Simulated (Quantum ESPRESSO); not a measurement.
Ga3ZnN4, input and log of a self-consistent run

Simulated, not a measurement. The program is pw.x of Quantum ESPRESSO 7.5 (plane-wave density functional theory). The cell is made up: 8 atoms on a wurtzite lattice, with randomly drawn elements, strain and displacements, not relaxed. PseudoDojo standard norm-conserving files (v0.5 for PBE, v0.4.1 for LDA and PBEsol) set the functional; there is no spin polarisation, spin-orbit coupling or dispersion term, and the masses in the input are unused placeholders. A spin-polarised start on this cell or one of its family kept no moment.

Input:

```
&control calculation='scf', pseudo_dir='./dojo.nc.sr.pbe.v0_5.standard.upf', outdir='./o', disk_io='low', tprnfor=.true., tstress=.true. /
&system ibrav=0, nat=8, ntyp=3, nbnd=50, ecutwfc=84.00895049, nosym=.true., tot_charge=0,
 occupations='smearing', smearing='fd', degauss=0.0073498644
/
&electrons conv_thr=7.350e-09, electron_maxstep=60, /
ATOMIC_SPECIES
Ga 1.0 Ga.upf
N 1.0 N.upf
Zn 1.0 Zn.upf
CELL_PARAMETERS angstrom
3.2681 -0.0086 0.009
-0.0148 5.584 -0.0172
0.015 -0.0166 5.1833
ATOMIC_POSITIONS angstrom
Ga -0.0512 0.0887 -0.0051
Ga 1.6563 2.902 0.0305
Ga 1.6663 0.9433 2.5533
Zn -0.0313 3.6567 2.6306
N 0.0766 -0.0901 1.9219
N 1.6569 2.6928 2.0363
N 1.5897 0.96 4.5757
N -0.0741 3.6866 4.5784
K_POINTS automatic
8 6 6 1 1 1
```

The log is shortened where brackets say so; the opening notice, blank lines, dates and the lines on written files are dropped, and the path of the files is cut. It prints rydbergs, bohrs and kilobars, and counts compression as positive stress.

```
     Program PWSCF v.7.5
     Parallel version (MPI & OpenMP), running on       4 processor cores
     Number of MPI processes:                 4
     Threads/MPI process:                     1
     [start-up lines left out]
     bravais-lattice index     =            0
     lattice parameter (alat)  =       6.1759  a.u.
     unit-cell volume          =     638.3119 (a.u.)^3
     number of atoms/cell      =            8
     number of atomic types    =            3
     number of electrons       =        79.00
     number of Kohn-Sham states=           50
     kinetic-energy cutoff     =      84.0090  Ry
     charge density cutoff     =     336.0358  Ry
     scf convergence threshold =      7.3E-09
     mixing beta               =       0.7000
     number of iterations used =            8  plain     mixing
     Exchange-correlation= PBE
                           (   1   4   3   4   0   0   0)
     [axes and pseudopotential details left out]
   Cartesian axes
     site n.     atom                  positions (alat units)
         1        Ga     tau(   1) = (  -0.0156665   0.0271410  -0.0015605  )
         2        Ga     tau(   2) = (   0.5068046   0.8879713   0.0093326  )
         3        Ga     tau(   3) = (   0.5098644   0.2886366   0.7812740  )
         4        Zn     tau(   4) = (  -0.0095774   1.1188989   0.8049267  )
         5        N      tau(   5) = (   0.0234385  -0.0275693   0.5880744  )
         6        N      tau(   6) = (   0.5069882   0.8239590   0.6230792  )
         7        N      tau(   7) = (   0.4864259   0.2937465   1.4001000  )
         8        N      tau(   8) = (  -0.0226736   1.1280479   1.4009262  )
     number of k points=   144  Fermi-Dirac smearing, width (Ry)=  0.0073
     Number of k-points >= 100: set verbosity='high' to print them.
     Dense  grid:    66365 G-vectors     FFT dimensions: (  40,  64,  60)
     Estimated max dynamical RAM per process >     319.94 MB
     Estimated total dynamical RAM >       1.20 GB
     Initial potential from superposition of free atoms
     starting charge      78.9918, renormalised to      79.0000
     Starting wfcs are   53 randomized atomic wfcs
     total cpu time spent up to now is        5.4 secs
     per-process dynamical memory:   292.3 Mb
     Self-consistent Calculation
     iteration #  1     ecut=    84.01 Ry     beta= 0.70
     Davidson diagonalization with overlap
     ethr =  1.00E-02,  avg # of iterations =  4.1
     total cpu time spent up to now is       19.1 secs
     total energy              =    -958.80759415 Ry
     estimated scf accuracy    <       2.25565007 Ry
     iteration #  2     ecut=    84.01 Ry     beta= 0.70
     Davidson diagonalization with overlap
     ethr =  2.86E-03,  avg # of iterations =  2.3
     total cpu time spent up to now is       30.9 secs
     total energy              =    -959.46108874 Ry
     estimated scf accuracy    <       3.12116314 Ry
     iteration #  3     ecut=    84.01 Ry     beta= 0.70
     Davidson diagonalization with overlap
     ethr =  2.86E-03,  avg # of iterations =  2.0
     total cpu time spent up to now is       41.6 secs
     total energy              =    -959.93170602 Ry
     estimated scf accuracy    <       0.29676495 Ry
     iteration #  4     ecut=    84.01 Ry     beta= 0.70
     Davidson diagonalization with overlap
     ethr =  3.76E-04,  avg # of iterations =  2.0
     total cpu time spent up to now is       51.7 secs
     total energy              =    -959.97279236 Ry
     estimated scf accuracy    <       0.02873064 Ry
     iteration #  5     ecut=    84.01 Ry     beta= 0.70
     Davidson diagonalization with overlap
     ethr =  3.64E-05,  avg # of iterations =  6.4
     total cpu time spent up to now is       65.0 secs
     total energy              =    -959.97697502 Ry
     estimated scf accuracy    <       0.03243539 Ry
     [iterations 6 to 8 left out]
     iteration #  9     ecut=    84.01 Ry     beta= 0.70
     Davidson diagonalization with overlap
     ethr =  2.80E-07,  avg # of iterations =  2.0
     total cpu time spent up to now is      106.9 secs
     total energy              =    -959.98144665 Ry
     estimated scf accuracy    <       0.00000282 Ry
     iteration # 10     ecut=    84.01 Ry     beta= 0.70
     Davidson diagonalization with overlap
     ethr =  3.57E-09,  avg # of iterations =  3.1
     total cpu time spent up to now is      118.7 secs
     total energy              =    -959.98144784 Ry
     estimated scf accuracy    <       0.00000061 Ry
     iteration # 11     ecut=    84.01 Ry     beta= 0.70
     Davidson diagonalization with overlap
     ethr =  7.76E-10,  avg # of iterations =  2.0
     total cpu time spent up to now is      129.0 secs
     total energy              =    -959.98144798 Ry
     estimated scf accuracy    <       0.00000011 Ry
     iteration # 12     ecut=    84.01 Ry     beta= 0.70
     Davidson diagonalization with overlap
     ethr =  1.42E-10,  avg # of iterations =  2.0
     total cpu time spent up to now is      139.4 secs
     total energy              =    -959.98144800 Ry
     estimated scf accuracy    <       0.00000001 Ry
     iteration # 13     ecut=    84.01 Ry     beta= 0.70
     Davidson diagonalization with overlap
     ethr =  1.37E-11,  avg # of iterations =  2.0
     total cpu time spent up to now is      150.3 secs
     End of self-consistent calculation
     Number of k-points >= 100: set verbosity='high' to print the bands.
     the Fermi energy is    10.0023 ev
!    total energy              =    -959.98144800 Ry
     estimated scf accuracy    <          3.1E-09 Ry
     smearing contrib. (-TS)   =      -0.00694029 Ry
     internal energy E=F+TS    =    -959.97450771 Ry
     The total energy is F=E-TS. E is the sum of the following terms:
     one-electron contribution =    -491.00457606 Ry
     hartree contribution      =     304.68700948 Ry
     xc contribution           =    -195.22807502 Ry
     ewald contribution        =    -578.42886610 Ry
     convergence has been achieved in  13 iterations
     Forces acting on atoms (cartesian axes, Ry/au):
     atom    1 type  1   force =     0.00129089   -0.03005860   -0.00878795
     atom    2 type  1   force =    -0.06958031   -0.04710275    0.02303532
     atom    3 type  1   force =     0.00289137   -0.08357235    0.02856696
     atom    4 type  3   force =     0.02061677    0.00873300   -0.01020243
     atom    5 type  2   force =    -0.01924664    0.04784863    0.02011525
     atom    6 type  2   force =    -0.01865814    0.05169344   -0.05661181
     atom    7 type  2   force =     0.01399400    0.00167257   -0.01540900
     atom    8 type  2   force =     0.06869206    0.05078606    0.01929366
     Total force =     0.185427     Total SCF correction =     0.000289
     Computing stress (Cartesian axis) and pressure
          total   stress  (Ry/bohr**3)                   (kbar)     P=       23.94
  -0.00009501   0.00028692  -0.00011303          -13.98       42.21      -16.63
   0.00028692   0.00025995  -0.00019363           42.21       38.24      -28.48
  -0.00011303  -0.00019363   0.00032320          -16.63      -28.48       47.54
     init_run     :      5.18s CPU      5.34s WALL (       1 calls)
     electrons    :    144.46s CPU    144.96s WALL (       1 calls)
     forces       :      1.35s CPU      1.36s WALL (       1 calls)
     stress       :      4.78s CPU      4.78s WALL (       1 calls)
     [timing details left out]
     PWSCF        :   2m35.86s CPU   2m36.60s WALL
     JOB DONE.
```

In other units: free energy -13061.213 eV for the cell, pressure 2.39 GPa, largest force component 2.149 eV/Å. A rerun of the same cell at another strain at 1437 eV and a 10 x 8 x 8 mesh moved values by no more than 0.004 eV in energy, 0.04 GPa in stress and 0.004 eV/Å in force.